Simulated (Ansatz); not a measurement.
Space group Pm-3m (No. 221). a = 2.919 Å, b = 2.919 Å, c = 2.919 Å, α = 90.00°, β = 90.00°, γ = 90.00°
```
atom site symmetry x y z
  Zn    1b m-3m  0.5000  0.5000  0.5000
  Cu    1a m-3m  0.0000  0.0000  0.0000
```

Equation of state of this ZnCu structure (not necessarily the ground state), with shape and atoms relaxed at each volume where symmetry leaves them free. It has no gap at any of these volumes. The calculation used DFT r2SCAN, scalar-relativistic, plane waves, PAW (Ansatz 0.2.0).

Cutoff 500 eV; k points 14×14×14 on the computed 2-atom cell (Γ-centred); Gaussian smearing, width 0.10 eV; no spin polarisation.

```tsv
V (Å³/atom)	E − E(largest V) (meV/atom)	P (GPa)
11.686	4.35	9.71
12.059	-11.93	4.42
12.432	-16.91	-0.02
12.805	-12.41	-3.73
13.178	0.00	-6.83
```

Q: Fit a third-order Birch–Murnaghan equation to E(V).

A: V0 = 12.43 Å³/atom, B0 = 135 GPa, B0' = 4.9.

Cost: 5 runs of about 1.2 core-minutes in all, on Arm Neoverse V2 (shared hosts).